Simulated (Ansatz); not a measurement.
Ag$_{3}$Sn:
```yaml
crystal:
  lattice:
    - [4.76875, 0.00000, 0.00000]
    - [0.00000, 5.93727, 0.00000]
    - [0.00000, 0.00000, 5.13150]
  atoms:
    - { symbol: Ag, position: [0.50000, 0.00000, 0.67402] }
    - { symbol: Ag, position: [0.00000, 0.50000, 0.32598] }
    - { symbol: Ag, position: [0.00000, 0.25092, 0.83685] }
    - { symbol: Ag, position: [0.00000, 0.74908, 0.83685] }
    - { symbol: Ag, position: [0.50000, 0.24908, 0.16315] }
    - { symbol: Ag, position: [0.50000, 0.75092, 0.16315] }
    - { symbol: Sn, position: [0.00000, 0.00000, 0.33239] }
    - { symbol: Sn, position: [0.50000, 0.50000, 0.66761] }
```

Relaxed with PBEsol. Special points in fractions of this cell's reciprocal vectors: Γ (0.000, 0.000, 0.000); X (0.500, 0.000, 0.000); S (0.500, 0.500, 0.000); Y (0.000, 0.500, 0.000); Z (0.000, 0.000, 0.500); U (0.500, 0.000, 0.500); R (0.500, 0.500, 0.500); T (0.000, 0.500, 0.500).

List the band energies nearest the Fermi level at these points for PBEsol with spin–orbit coupling (plane waves, PAW; program Ansatz).

In eV from the Fermi level; about four levels below and three above (degenerate sets whole), none deeper than 8.9 eV; points with the same levels are listed once.

```
k                    below                above
-  -----------------------  -------------------
Γ  -2.15 -2.15 -1.01 -1.01  0.46 0.46 0.76 0.76
X  -1.30 -1.30 -1.30 -1.30  1.40 1.40 1.40 1.40
S  -3.42 -3.42 -3.42 -3.42  0.03 0.03 0.03 0.03
Y  -0.20 -0.20 -0.20 -0.20  1.11 1.11 1.11 1.11
Z  -2.07 -2.07 -0.74 -0.74  0.28 0.28 0.34 0.34
U  -1.61 -1.61 -1.61 -1.61  0.74 0.74 0.74 0.74
R  -2.78 -2.78 -2.78 -2.78  4.66 4.66 4.66 4.66
T  -3.44 -3.44 -3.44 -3.44  0.46 0.46 0.46 0.46
```

Space group Pmmn. The workflow started from a Materials Project entry (that database holds measured and hypothetical structures alike); the Crystallography Open Database files this formula in space group No. 59, but the cells were not matched. Whether it is the stable phase at ambient conditions was not checked. The PBEsol relaxation kept the symmetry of its start; of distortions, only those at the zone centre were tested. No spin polarisation was allowed.

Potentials: the later of the program's two PAW sets.
